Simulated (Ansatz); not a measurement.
## MoS2: S vacancy

The calculation used Ansatz 0.2.0, DFT PBEsol, scalar-relativistic, plane waves, PAW. (420 eV cutoff, 2×2×2 k-mesh, Gaussian smearing of 0.01 eV, collinear spin in charge -1 alone)

Host crystal, relaxed:

```xyz
6
Lattice="3.1414 0.0000 0.0000 -1.5707 2.7205 0.0000 0.0000 0.0000 12.5851" Properties=species:S:1:pos:R:3 pbc="T T T"
Mo    1.5707    0.9068    3.1463
Mo    0.0000    1.8137    9.4388
S     1.5707    0.9068    7.8798
S     0.0000    1.8137    4.7053
S     1.5707    0.9068   10.9979
S     0.0000    1.8137    1.5872
```

Supercell of 42 atoms, rows in host cell vectors: 3 1 0; -2 -3 0; 0 0 -1. Atoms relax at the host's cell from a start displaced at random by 0.06 Å near the defect, so other minima may exist. The cell is small, so energies carry finite-size errors of tenths of an eV. The host's Kohn–Sham gap is 0.97 eV.

Defect: S vacancy, charge -1.

Command:

```bash
ansatz run input.yaml --threads 4 --pin off --max-ram 8192MiB --backend cpu --events-out ev --progress --plain --runs-dir out
```

The input:

```yaml
crystal:
  lattice:
    - [7.853470783, 2.7205220903, 0.0]
    - [-1.5706941497, -8.1615662511, 0.0]
    - [0.0, 0.0, -12.5850874087]
  atoms:
    - { symbol: Mo, position: [0.3334948436, 0.6664201204, 0.7504848441] }
    - { symbol: Mo, position: [0.7620622008, 0.8092602228, 0.749970618] }
    - { symbol: Mo, position: [0.4763685705, 0.380793313, 0.7499772267] }
    - { symbol: Mo, position: [0.190683909, 0.9521547379, 0.7499653578] }
    - { symbol: Mo, position: [0.9049938497, 0.5235608575, 0.7499708876] }
    - { symbol: Mo, position: [0.6191404557, 0.0949251396, 0.749973905] }
    - { symbol: Mo, position: [0.0477688226, 0.2378663245, 0.7499773582] }
    - { symbol: Mo, position: [0.104259416, 0.4797639833, 0.250754175], spin: 0.333 }
    - { symbol: Mo, position: [0.5195008962, 0.6190039606, 0.2496443013], spin: 0.333 }
    - { symbol: Mo, position: [0.2396523179, 0.1930329662, 0.2509730198] }
    - { symbol: Mo, position: [0.9542797059, 0.7606697832, 0.2509913389] }
    - { symbol: Mo, position: [0.6670251283, 0.3332812437, 0.2530823928] }
    - { symbol: Mo, position: [0.3803973569, 0.8987258156, 0.2485967739], spin: 0.333 }
    - { symbol: Mo, position: [0.8072823032, 0.0460135545, 0.2509394744] }
    - { symbol: S, position: [0.7564195344, 0.8071445016, 0.3736550376] }
    - { symbol: S, position: [0.4738064633, 0.3874452865, 0.3748893366] }
    - { symbol: S, position: [0.1931738173, 0.9487123224, 0.3736981372] }
    - { symbol: S, position: [0.9143938036, 0.526422991, 0.3748887097] }
    - { symbol: S, position: [0.6128716935, 0.0859012933, 0.37484728] }
    - { symbol: S, position: [0.0515383646, 0.2438818411, 0.373623648] }
    - { symbol: S, position: [0.0958174842, 0.4762310639, 0.6263249095] }
    - { symbol: S, position: [0.5236827806, 0.6189408121, 0.6263230627] }
    - { symbol: S, position: [0.2382970697, 0.1903346629, 0.626048817] }
    - { symbol: S, position: [0.9526147483, 0.7616417034, 0.6260403692] }
    - { symbol: S, position: [0.6668267131, 0.3330915038, 0.6260317445] }
    - { symbol: S, position: [0.3809918515, 0.9040955648, 0.6263157799] }
    - { symbol: S, position: [0.8095994511, 0.0473173184, 0.626044418] }
    - { symbol: S, position: [0.3336511976, 0.6665367794, 0.1245147225] }
    - { symbol: S, position: [0.7604948571, 0.8067122167, 0.1269672622] }
    - { symbol: S, position: [0.4795370928, 0.3838754069, 0.1276839101] }
    - { symbol: S, position: [0.1935430797, 0.9531465346, 0.1269674657] }
    - { symbol: S, position: [0.90503483, 0.5207516484, 0.1276564465] }
    - { symbol: S, position: [0.6164547287, 0.0951845926, 0.1277016754] }
    - { symbol: S, position: [0.0471074389, 0.2396985449, 0.1269277261] }
    - { symbol: S, position: [0.0951251534, 0.4757168379, 0.8741004152] }
    - { symbol: S, position: [0.5242090082, 0.6187754504, 0.8740960507] }
    - { symbol: S, position: [0.2382628913, 0.1902173659, 0.8738569433] }
    - { symbol: S, position: [0.9525528508, 0.7616720582, 0.8738479578] }
    - { symbol: S, position: [0.666830482, 0.3330883117, 0.8738193317] }
    - { symbol: S, position: [0.3811639027, 0.9047793817, 0.8740953044] }
    - { symbol: S, position: [0.809702057, 0.0473827229, 0.8738659936] }
  host:
    lattice:
      - [3.1413883142, 2.8e-09, 0.0]
      - [-1.5706941595, 2.7205220818, 0.0]
      - [0.0, 0.0, 12.5850874087]
    atoms:
      - { symbol: Mo, position: [0.6666666667, 0.3333333333, 0.25] }
      - { symbol: Mo, position: [0.3333333333, 0.6666666667, 0.75] }
      - { symbol: S, position: [0.6666666667, 0.3333333333, 0.6261196715] }
      - { symbol: S, position: [0.3333333333, 0.6666666667, 0.3738803285] }
      - { symbol: S, position: [0.6666666667, 0.3333333333, 0.8738803285] }
      - { symbol: S, position: [0.3333333333, 0.6666666667, 0.1261196715] }
total_charge: -1
basis:
  ecutwfc: 420
  xc_grid: 2
kpoints:
  mp_grid: { grid: [2, 2, 2], shift: [0.0, 0.0, 0.0] }
hamiltonian:
  xc: pbesol
scf:
  occupations: { method: gaussian, width: 0.01 }
output:
  forces: true
  stress: false
  eigenvalues: true
  populations: true
  charged_corrections:
    defect_position: [0.33333333, 0.66666667, 0.37388033]
    epsilon: [[14.9804, 0.0, 0.0], [0.0, 14.9804, 0.0], [0.0, 0.0, 6.0416]]
magnetization:
  spin_polarized: true
relax:
  adjacent_minimum: "off"
  f_tol: 0.025
  max_steps: 45
```

From the output:

```
Warning: RAYON_NUM_THREADS=4 ignored (pool sized by the plan → 4); use --threads N
Crystal: 41 atoms, lattice volume = 752.884 Å³
Basis set: ecut = 420 eV, 14623 PW (Γ), exchange–correlation on 120×120×180 points (8 copies of the dense FFT grid, shifted against one another)
Bands: 221, of which v1, the nominal top of the filled ones, is band 180 counted from 1 (179 counted from 0)
Symmetry: 1 space group operations
Space group: P1 (ITA 1), of the structure as read, at distance tolerance 9.1e-5 Å
k-points: 8
relax step   1: F+E_penalty+E_count = -92483.38805577 eV  Δ(F+E_penalty+E_count) = +0.000e0 eV  max|allowed force component| = 6.275e-1 eV/Å  Δτ_max = 0.0000 Å
relax step   2: F+E_penalty+E_count = -92483.40525850 eV  Δ(F+E_penalty+E_count) = -1.720e-2 eV  max|allowed force component| = 2.590e-1 eV/Å  Δτ_max = 0.0595 Å
relax step   3: F+E_penalty+E_count = -92483.41765572 eV  Δ(F+E_penalty+E_count) = -1.240e-2 eV  max|allowed force component| = 2.741e-2 eV/Å  Δτ_max = 0.0235 Å
relax step   4: F+E_penalty+E_count = -92483.41797769 eV  Δ(F+E_penalty+E_count) = -3.220e-4 eV  max|allowed force component| = 4.197e-2 eV/Å  Δτ_max = 0.0033 Å
relax step   5: F+E_penalty+E_count = -92483.42155127 eV  Δ(F+E_penalty+E_count) = -3.574e-3 eV  max|allowed force component| = 1.797e-1 eV/Å  Δτ_max = 0.0190 Å
relax step   6: F+E_penalty+E_count = -92482.79959119 eV  Δ(F+E_penalty+E_count) = +6.220e-1 eV  max|allowed force component| = 2.011e0 eV/Å  Δτ_max = 0.1980 Å
relax step   7: F+E_penalty+E_count = -92483.36681130 eV  Δ(F+E_penalty+E_count) = +5.474e-2 eV  max|allowed force component| = 4.224e-1 eV/Å  Δτ_max = 0.0683 Å
relax step   8: F+E_penalty+E_count = -92483.41914172 eV  Δ(F+E_penalty+E_count) = +2.410e-3 eV  max|allowed force component| = 2.136e-1 eV/Å  Δτ_max = 0.0342 Å
relax step   9: F+E_penalty+E_count = -92483.42568172 eV  Δ(F+E_penalty+E_count) = -4.130e-3 eV  max|allowed force component| = 3.857e-2 eV/Å  Δτ_max = 0.0144 Å
relax step  10: F+E_penalty+E_count = -92483.42577597 eV  Δ(F+E_penalty+E_count) = -9.425e-5 eV  max|allowed force component| = 9.487e-3 eV/Å  Δτ_max = 0.0016 Å
SCF converged after 9 iterations
Free energy (F): -92483.425776 eV
E sigma→0 (E₀):  -92483.425776 eV
Fermi energy:    11.336008 eV
```

The relaxation gained 0.04 eV in 10 steps. Time: 16 min on 4 threads of Intel(R) Xeon(R) Processor @ 2.70GHz, with other jobs on the host, peak memory 4.5 GiB.